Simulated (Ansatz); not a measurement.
This cell of TiSi$_{2}$ (C54 type, space group Fddd) is off equilibrium:

```xyz
6
Lattice="0.0000 4.1323 4.2827 2.4031 0.0000 4.2827 2.4031 4.1323 0.0000" Properties=species:S:1:pos:R:3 pbc="T T T"
Si     2.4031     5.4796     4.2827
Si     2.4031     2.7851     4.2827
Si     3.6047     4.8512     6.4240
Si     3.6047     7.5458     6.4240
Ti     0.0000     0.0000     0.0000
Ti     1.3282     2.0662     2.0147
```

All values below come from PBE (plane waves to 420 eV, PAW, scalar-relativistic; Ansatz, a quantum-chemistry and plane-wave program). k mesh 10×10×10 (Γ-centred), Fermi-Dirac smearing 0.05 eV. E stands for the smeared free energy. Compression counts positive. With partly filled bands, energies and forces of such displacements shift with the k mesh and the smearing. TiSi2 is run without spin polarisation. TiSi2 was relaxed with its symmetry unable to fall.

What forces act on the atoms (eV/Å, Cartesian)?


| atom | Fx | Fy | Fz |
|---|---|---|---|
| Si1 | 0.682 | -0.157 | -1.212 |
| Si2 | -0.111 | -0.010 | -0.308 |
| Si3 | 0.343 | -0.043 | -0.089 |
| Si4 | 0.326 | 0.060 | -0.079 |
| Ti5 | 0.385 | -0.015 | -0.176 |
| Ti6 | -1.625 | 0.165 | 1.864 |

Give the stress tensor in GPa and the pressure.


```
    1.2     -1.4     -0.7
   -1.4      0.5      1.7
   -0.7      1.7      1.7
```
The pressure, a third of the trace, is 1.1 GPa.

In it atom 6 sits (0.127, 0.000, -0.127) Å away from its relaxed site. What is its energy relative to the relaxed cell?

218 meV/cell.

(A displaced cell: forces are minus the slopes of the energy, force constants its curvatures, and phonons follow from these.)
